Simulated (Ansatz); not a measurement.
Bi:
```xyz
4
Lattice="6.4336 0.0000 0.0000 0.0000 4.4950 0.0000 0.0000 0.0000 4.4951" Properties=species:S:1:pos:R:3 pbc="T T T"
Bi     4.6635     1.1238     1.1232
Bi     1.7701     3.3713     3.3719
Bi     1.4467     1.1238     1.1244
Bi     4.9869     3.3713     3.3707
```

Relaxed with LDA. Special points in fractions of this cell's reciprocal vectors: Γ (0.000, 0.000, 0.000); X (0.500, 0.000, 0.000); S (0.500, 0.500, 0.000); Y (0.000, 0.500, 0.000); Z (0.000, 0.000, 0.500); U (0.500, 0.000, 0.500); R (0.500, 0.500, 0.500); T (0.000, 0.500, 0.500).

Task: List the band energies nearest the Fermi level at these points for plane-wave PAW LDA (Ansatz code).

Result: In eV from the Fermi level; about four levels below and three above (degenerate sets whole), none deeper than 8.9 eV; points with the same levels are listed once.

```
k                                below                above
-  -----------------------------------  -------------------
Γ        -3.26 -3.26 -1.40 -1.39 -1.39  2.70 3.26 3.36 3.36
X  -2.47 -2.47 -2.47 -2.47 -1.94 -1.94  2.19 2.19 3.47 3.47
S              -0.17 -0.17 -0.17 -0.17  0.17 0.17 0.17 0.17
Y              -1.08 -1.08 -0.96 -0.96  0.96 0.96 1.16 1.16
R              -4.46 -4.46 -4.46 -4.46  0.13 0.13 0.13 0.13
T              -3.29 -3.29 -3.26 -3.26  2.36 2.36 5.14 5.14
```

Space group P4/nmm. The workflow started from a Materials Project entry (that database holds measured and hypothetical structures alike); the Crystallography Open Database copy checked does not list it. It is not the phase usual at ambient conditions (space group No. 166). The LDA relaxation kept the symmetry of its start. At this level the phase is dynamically unstable (imaginary phonons). Point labels and valley counts follow the cell and symmetry of the run, lower than the named group. Scalar-relativistic: spin–orbit coupling is off unless named, which matters more the heavier the elements.

Potentials: the later of the program's two PAW sets.
